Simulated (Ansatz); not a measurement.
AlPd in space group Cmcm (No. 63; Al on 4c, Pd on 4c) at seven volumes, r²SCAN (plane waves, PAW; program Ansatz), shape and atoms relaxed at each. One row is withheld.

```csv
V (Å³/atom),P (GPa)
13.444,18.20
13.888,11.04
14.331,5.04
14.774,0.00
15.217,?
15.660,-7.73
16.104,-10.64
```

Fit the shown pressures and predict the withheld one.

Third-order Birch–Murnaghan: P = (3/2)B₀(x^(7/2) − x^(5/2))[1 + (3/4)(B′ − 4)(x − 1)] with x = (V₀/V)^(2/3). Least squares on the six rows gives V₀ = 14.775 Å³/atom, B₀ = 152.9 GPa, B′ = 4.92. At V = 15.217, x = 0.9805 and P = -4.19 GPa. The run itself gave -4.21 GPa.

The start of the workflow was typed in or built on a structure type; neither database checked (COD, Materials Project) lists it. Whether it is the stable phase at ambient conditions was not checked. The r²SCAN relaxation kept the symmetry of its start; whether a distortion lowers the energy is not shown. No spin polarisation was allowed.

Potentials: the later of the program's two PAW sets.
